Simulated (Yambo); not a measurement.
```
CELL_PARAMETERS angstrom
      2.58467     1.49226     4.52600
     -2.58467     1.49226     4.52600
      0.00000    -2.98452     4.52600
ATOMIC_POSITIONS crystal
  Li 0.50000 0.50000 0.50000
  F  0.13903 0.75461 0.35033
  F  0.86097 0.24539 0.64967
  F  0.75461 0.35033 0.13903
  F  0.24539 0.64967 0.86097
  F  0.35033 0.13903 0.75461
  F  0.64967 0.86097 0.24539
  Ta 0.00000 0.00000 0.00000
```

The geometry is that of Materials Project entry mp-1080679, symmetrised and not relaxed again.

Problem. Where are the main features of Im ε from RPA with local fields on PBEsol bands shifted by a G0W0 scissor of 4.70 eV (Yambo; 4×4×4 mesh, 90 bands, 3 Ry local-field block, 0.2 eV broadening; field along x)?

Solution. Peaks at 13.2 eV (2.6), 14.5 eV (0.8), 18.0 eV (2.9), heights in brackets. Structure narrower than a few tenths of an eV can come from the finite k mesh. Convergence of the RPA response with its 4×4×4 mesh was not tested. The scissor comes from a G0W0 run whose convergence isn't established. No excitonic effects at this level. Without spin-orbit coupling, band edges of such heavy elements can be off by tenths of an eV.

The structure is a Materials Project entry; no match was found in the copy of COD used, and its stability was not checked.
